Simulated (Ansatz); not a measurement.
## Ga$_{3}$Se: why energy differences converge before total energies

Theory: DFT PBE, scalar-relativistic, plane waves, PAW (Ansatz 0.2.0).

```yaml
crystal:
  lattice:
    - [4.43246, 0.00000, 0.00000]
    - [0.00000, 4.43246, 0.00000]
    - [0.00000, 0.00000, 4.43246]
  atoms:
    - { symbol: Ga, position: [0.00000, 0.50000, 0.50000] }
    - { symbol: Ga, position: [0.50000, 0.00000, 0.50000] }
    - { symbol: Ga, position: [0.50000, 0.50000, 0.00000] }
    - { symbol: Se, position: [0.00000, 0.00000, 0.00000] }
```

- Γ-centred k-mesh: 10×10×10
- occupation rule: Gaussian smearing, 0.1 eV
- spin treatment: unpolarised

A second cell has all atoms moved and the lattice slightly strained:

```yaml
crystal:
  lattice:
    - [4.49216, 0.03322, 0.01708]
    - [0.03322, 4.44733, -0.02159]
    - [0.01708, -0.02159, 4.38764]
  atoms:
    - { symbol: Ga, position: [0.98269, 0.50362, 0.49803] }
    - { symbol: Ga, position: [0.50700, 0.00168, 0.50538] }
    - { symbol: Ga, position: [0.50183, 0.50982, 0.99390] }
    - { symbol: Se, position: [0.01641, 0.01057, 0.00900] }
```

It ran on a 6×6×6 mesh, another than the first cell's, which shifts the difference by nearly the same amount at every cutoff. Both were run at several values of the cutoff; energies per atom at zero smearing, errors against the largest value (600 eV), which isn't proved converged itself.

| cutoff | error, first cell (meV) | error, second cell (meV) |
| --- | --- | --- |
| 200 eV | 6812.99 | 6817.61 |
| 250 eV | 1023.62 | 1015.12 |
| 300 eV | 87.38 | 87.78 |
| 350 eV | 4.76 | 4.73 |
| 420 eV | 1.07 | 1.07 |

**Question.** At the largest value the second cell lies 0.67 meV/atom above the first. What is the error of that difference at each value, and where does each quantity come within 1 meV/atom?

**Answer.** The error of the difference is the second cell's error less the first's:
```tsv
cutoff	difference (meV)	its error (meV)
200 eV	5.29	4.62
250 eV	-7.83	-8.50
300 eV	1.07	0.40
350 eV	0.64	-0.03
420 eV	0.67	0.00
```

No value below the largest brings the first cell's total energy within 1 meV/atom, while the difference is there from 300 eV on. Most of the error cancels, by a factor of about 213 in the median. A missing short wave mostly misdescribes the region near each nucleus, which both cells share; what doesn't cancel comes largely from the change of volume and bonding.